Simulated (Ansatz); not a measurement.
# Relaxing a structure of Nb

The start is a generated trial cell of Nb in the AFLOW prototype A_hR12_166_2h (as in B). The cell and all atomic positions are relaxed at zero pressure with PBEsol (plane waves to 420 eV, PAW, scalar-relativistic; Ansatz, a first-principles code). First-step values are on the input's coarse k-mesh.

Ansatz input (later rounds restart from its end on a renewed k-mesh):
Ansatz 0.2 input:
```yaml
crystal:
  lattice:
    - [3.3161832, 1.9145993, 5.6601193]
    - [-3.3161832, 1.9145993, 5.6601193]
    - [0, -3.8291985, 5.6601193]
  atoms:
    - { symbol: Nb, position: [0.0104, 0.65729, 0.0104] }
    - { symbol: Nb, position: [0.0104, 0.0104, 0.65729] }
    - { symbol: Nb, position: [0.65729, 0.0104, 0.0104] }
    - { symbol: Nb, position: [0.9896, 0.34271, 0.9896] }
    - { symbol: Nb, position: [0.9896, 0.9896, 0.34271] }
    - { symbol: Nb, position: [0.34271, 0.9896, 0.9896] }
    - { symbol: Nb, position: [0.2206, 0.6323, 0.2206] }
    - { symbol: Nb, position: [0.2206, 0.2206, 0.6323] }
    - { symbol: Nb, position: [0.6323, 0.2206, 0.2206] }
    - { symbol: Nb, position: [0.7794, 0.3677, 0.7794] }
    - { symbol: Nb, position: [0.7794, 0.7794, 0.3677] }
    - { symbol: Nb, position: [0.3677, 0.7794, 0.7794] }
basis: { ecutwfc: 420, ecutrho_ratio: 4, xc_grid: 2, fft_grid_basis: typed }
kpoints: { mp_grid: { grid: [5, 5, 5] } }
hamiltonian:
  xc: pbesol
  dispersion: none
  pseudopotentials: { kind: paw }
scf: { occupations: { method: fermi_dirac, width: 0.05 } }
relax: { f_tol: 0.01, max_steps: 100, cell: { stress_tol: 0.02 } }
output: { forces: true, stress: true }
```

**Question.** By how much does the energy per atom fall from start to end?

**Answer.** About 1.7 eV/atom.

**Question.** How does the volume per atom move from start to end?

**Answer.** +16.1 %, from 17.97 to 20.87 Å³/atom.

**Question.** How do the shortest distances between atoms change?

**Answer.** The closest pairs of elements (up to four, under 3.6 Å), start → end: Nb–Nb 2.31 → 2.67 Å.

**Question.** Is the relaxed structure metallic? Give its gap.

**Answer.** No gap (metallic).

The space group stays R-3m (No. 166) (the run could not lower it), with 12 atoms in the primitive cell. Final values are on a 8×8×8 k-mesh of the relaxed cell. The start holds a very short contact (Nb–Nb 2.31 Å). No spin polarisation in the result.

The run could not lose the symmetry of its start: the end is stationary, and may be a saddle point rather than a minimum.

The relaxed structure here is a generated cell of Nb: the first start was made by placing the elements on the sites of a structure type, and the end was not matched to a known phase here, so it may be hypothetical. Known forms of Nb include space group No. 229.
